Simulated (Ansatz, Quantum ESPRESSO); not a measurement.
This is a calculation of CsLiCr2Te2S3 for Ansatz 0.2.0. The cell comes from a database or a generator and needn't be the stable form of this composition.

File input.yaml:

```yaml
crystal:
  lattice:
    - [3.31929, 1.91639, 6.87982]
    - [-3.31929, 1.91639, 6.87982]
    - [0.0, -3.83279, 6.87982]
  atoms:
    - { symbol: Cs, position: [0.0, 0.0, 0.0] }
    - { symbol: Li, position: [0.5, 0.5, 0.5] }
    - { symbol: Cr, position: [0.79848, 0.79848, 0.79848], spin: 3.0 }
    - { symbol: Cr, position: [0.20152, 0.20152, 0.20152], spin: 3.0 }
    - { symbol: Te, position: [0.6799, 0.6799, 0.6799] }
    - { symbol: Te, position: [0.3201, 0.3201, 0.3201] }
    - { symbol: S, position: [0.13626, 0.86374, 0.5] }
    - { symbol: S, position: [0.5, 0.13626, 0.86374] }
    - { symbol: S, position: [0.86374, 0.5, 0.13626] }
hamiltonian:
  xc: pbe
  pseudopotentials: { kind: nc }
magnetization:
  spin_polarized: true
kpoints:
  mp_grid: { grid: [5, 5, 5] }
scf:
  occupations: { method: fermi_dirac, width: 0.05 }
output:
  forces: true
  stress: true
  eigenvalues: true
```

Potentials or basis: Ansatz NC with PseudoDojo standard (PBE files).

Launch:

```console
$ ansatz run input.yaml --threads 8 --pin off --max-ram 20480MiB --backend cpu --events-out ev --progress --plain --runs-dir out
```

Q: What does the same run look like in Quantum ESPRESSO 7.5 (ASE script)? Potentials or basis there: SSSP 1.3 efficiency PBE, cutoff 748 eV.

A: As run (cutoffs and basis follow the program's own potentials, and thresholds, step limits or extra output files can differ):

The input run.py:

```python
import numpy as np
from ase.calculators.espresso import Espresso, EspressoProfile
import spglib
from ase import Atoms
from ase.io import read

atoms = read('CsLiCr2Te2S3.cif')
cell, pos, num = spglib.standardize_cell((atoms.cell[:], atoms.get_scaled_positions(), atoms.numbers), to_primitive=True, symprec=1e-4)
atoms = Atoms(numbers=num, cell=cell, scaled_positions=pos, pbc=True)
start = {'Cs': 0.0, 'Li': 0.0, 'Cr': 3.0, 'Te': 0.0, 'S': 0.0}
atoms.set_initial_magnetic_moments([start[e] for e in atoms.get_chemical_symbols()])

input_data = {
    'control': {'calculation': 'scf', 'prefix': 'pwscf', 'outdir': './tmp', 'tprnfor': True, 'tstress': True, 'disk_io': 'nowf'},
    'system': {'ecutwfc': 55.0, 'ecutrho': 440.0, 'nbnd': 49, 'occupations': 'smearing', 'smearing': 'fd', 'degauss': 0.00367493, 'nspin': 2},
    'electrons': {'conv_thr': 1.8e-09, 'electron_maxstep': 120, 'mixing_beta': 0.3},
}
pseudopotentials = {'S': 's_pbe_v1.4.uspp.F.UPF', 'Te': 'Te_pbe_v1.uspp.F.UPF', 'Li': 'li_pbe_v1.4.uspp.F.UPF', 'Cr': 'cr_pbe_v1.5.uspp.F.UPF', 'Cs': 'Cs_pbe_v1.uspp.F.UPF'}
profile = EspressoProfile(command='mpirun -n 4 pw.x -nk 2', pseudo_dir='pseudo')
dft = Espresso(profile=profile, input_data=input_data, pseudopotentials=pseudopotentials, kpts=(5, 5, 5), koffset=(0, 0, 0))
atoms.calc = dft

print(f'energy {atoms.get_potential_energy():.8f} eV')
print('forces (eV/A)')
print(np.round(atoms.get_forces(), 6))
print('stress (eV/A^3, Voigt)')
print(np.round(atoms.get_stress(), 8))
print(f'Fermi level {dft.get_fermi_level():.4f} eV')
```

CsLiCr2Te2S3.cif

```cif
data_CsLiCr2Te2S3
_cell_length_a 6.63858047
_cell_length_b 6.63858047
_cell_length_c 20.63946000
_cell_angle_alpha 90.00000000
_cell_angle_beta 90.00000000
_cell_angle_gamma 120.00000000
_space_group_name_H-M_alt 'R32'
_space_group_name_Hall 'R 3 2"'
_space_group_IT_number 155
loop_
_space_group_symop_operation_xyz
'x,y,z'
'-y,x-y,z'
'-x+y,-x,z'
'y,x,-z'
'x-y,-y,-z'
'-x,-x+y,-z'
'x+2/3,y+1/3,z+1/3'
'-y+2/3,x-y+1/3,z+1/3'
'-x+y+2/3,-x+1/3,z+1/3'
'y+2/3,x+1/3,-z+1/3'
'x-y+2/3,-y+1/3,-z+1/3'
'-x+2/3,-x+y+1/3,-z+1/3'
'x+1/3,y+2/3,z+2/3'
'-y+1/3,x-y+2/3,z+2/3'
'-x+y+1/3,-x+2/3,z+2/3'
'y+1/3,x+2/3,-z+2/3'
'x-y+1/3,-y+2/3,-z+2/3'
'-x+1/3,-x+y+2/3,-z+2/3'
loop_
_atom_site_label
_atom_site_type_symbol
_atom_site_symmetry_multiplicity
_atom_site_Wyckoff_symbol
_atom_site_fract_x
_atom_site_fract_y
_atom_site_fract_z
_atom_site_occupancy
Cs1 Cs 3 a 0.0000000000 0.0000000000 0.0000000000 1
Li1 Li 3 b 0.6666666667 0.3333333333 0.8333333333 1
Cr1 Cr 6 c 0.0000000000 0.0000000000 0.7984800000 1
Te1 Te 6 c 0.0000000000 0.0000000000 0.6799000000 1
S1 S 9 e 0.3029266667 0.3333333333 0.8333333333 1
```

Potentials or basis: SSSP 1.3 efficiency PBE.

Launch:

```console
$ OMP_NUM_THREADS=1 python run.py
```

Both were run:

|  | Ansatz | Quantum ESPRESSO |
| --- | --- | --- |
| Pressure | 0.0 GPa | 0.1 GPa |
| Net moment | 4.00 μB per cell | 4.00 μB per cell |
| Absolute moment | 6.05 μB per cell | 6.16 μB per cell |

Ansatz's pressure holds a Pulay term of +0.00 GPa for its cutoff of 1279 eV, which the other run lacks.

The potentials hold 90 and 70 valence electrons a cell.

Where Ansatz's input types no cutoff or centring, it takes its own default and a Γ-centred mesh.

The magnetic state is the one that the start led to; the real crystal's order can differ.

Pressure is positive in compression.
